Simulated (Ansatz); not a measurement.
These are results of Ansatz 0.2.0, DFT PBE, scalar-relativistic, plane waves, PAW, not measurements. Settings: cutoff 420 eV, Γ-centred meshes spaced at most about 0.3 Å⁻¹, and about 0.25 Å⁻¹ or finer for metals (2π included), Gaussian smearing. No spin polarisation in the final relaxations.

All energies are static (0 K, no zero-point motion). Lower structures may exist.

Question: Which of these relaxed structures of Ga3Se is the lowest in energy?
A. Space group Pm-3m (No. 221), cubic, a = 4.408 Å. Ga is surrounded by 4 Se at 3.12 Å and 8 Ga at 3.12 Å; around Se lie 12 Ga at 3.12 Å.
B. Space group P4mm (No. 99), tetragonal, a = 4.254 Å, c = 6.205 Å. Around Ga on a site of symmetry 4mm lie 1 Se at 2.59 Å and 4 Ga at 2.79 Å; around Ga on a site of symmetry 2mm lie 2 Ga at 2.79 Å, 2 Se at 2.79 Å and 4 Ga at 3.01 Å; Se is surrounded by 1 Ga at 2.59 Å and 4 Ga at 2.79 Å.
C. Space group R-3m (No. 166), trigonal, a = 3.730 Å, c = 20.820 Å. Ga on a site of symmetry 3m is surrounded by 3 Se at 2.75 Å and 3 Ga at 2.79 Å; Ga on a site of symmetry -3m has 6 Ga at 2.79 Å; Se has 6 Ga at 2.75 Å.

Answer: C. It has space group R-3m (No. 166); the next, A, with Ga and Se ordered on fcc sites, space group Pm-3m (No. 221), lies 102 meV/atom higher. Counting Ga atoms around Se (those within 1.25 times the shortest such distance or 1.15 times the sum of covalent radii, 1.27 where that leaves under three; the shortest distance is added where it exceeds 1.18 times the sum of covalent radii), the lowest has Se 6 and the next has Se 12 from 3.1 Å.

In R-3m, Pm-3m, P4mm an odd number of electrons in the primitive cell allows no gap without spin; a larger cell or a magnetic state could open one. A magnetic state wasn't ruled out in cells without spin, among them Pm-3m. The Pm-3m cell at 21.4 Å³/atom was relaxed from a Materials Project cell. Cells relaxed within their symmetry can be saddle points. Some types were kept out of the candidates beforehand, so the set may lack a known form.
